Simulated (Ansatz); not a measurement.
BN (wurtzite), relaxed and computed with several functionals in Ansatz (plane waves, PAW).

```csv
functional,a (Å),c (Å),V (Å³/atom),gap (eV),B₀ by P(V) fit (GPa)
HSE06,2.535,4.190,5.83,6.51,403
PBE,?,?,?,?,?
LDA,2.523,4.174,5.75,4.92,401
r²SCAN,2.543,4.207,5.89,5.74,390
```

Q: Some entries are withheld; supply them.

A: 
- PBE, a (Å): 2.554
- PBE, c (Å): 4.224
- PBE, V (Å³/atom): 5.97
- PBE, gap (eV): 5.22
- PBE, B₀ by P(V) fit (GPa): 370

All cells were relaxed under the symmetry of their starts (and spin orders); stability against distortions was not tested throughout.

Potentials: the earlier of the program's two PAW sets. The files were generated under PBE; for other functionals the program regenerates the frozen cores, and for LDA and PBEsol the local potential too.

Ansatz (an electronic-structure program) is a plane-wave DFT program.
